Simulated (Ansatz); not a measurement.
Consider the following.

BiB:
```yaml
crystal:
  lattice:
    - [0.00000, 2.76074, 2.76074]
    - [2.76074, 0.00000, 2.76074]
    - [2.76074, 2.76074, 0.00000]
  atoms:
    - { symbol: Bi, position: [0.75000, 0.75000, 0.75000] }
    - { symbol: B, position: [0.00000, 0.00000, 0.00000] }
```

This is the PBE-relaxed structure.

**Question.** All from DFT-PBE in the program Ansatz with PAW potentials, unless another level is named. Give the bulk modulus (Birch–Murnaghan fit).

**Answer.** 72.7 GPa.

**Question.** Next, the elastic constants (relaxed ions, GPa)?

**Answer.** C11 = 135, C12 = 42.9, C44 = 74.0.

**Question.** What about the highest zone-centre frequency (without LO–TO term)?

**Answer.** 516 cm^-1.

Space group F-43m (zinc blende). The cell is a constructed one: a structure type filled with these elements; neither database checked (COD, Materials Project) lists it. Whether it is the stable phase at ambient conditions was not checked. The PBE relaxation kept the symmetry of its start; of distortions, only those at the zone centre were tested. Spin–orbit coupling is left out wherever it is not named.

Potentials: the later of the program's two PAW sets.
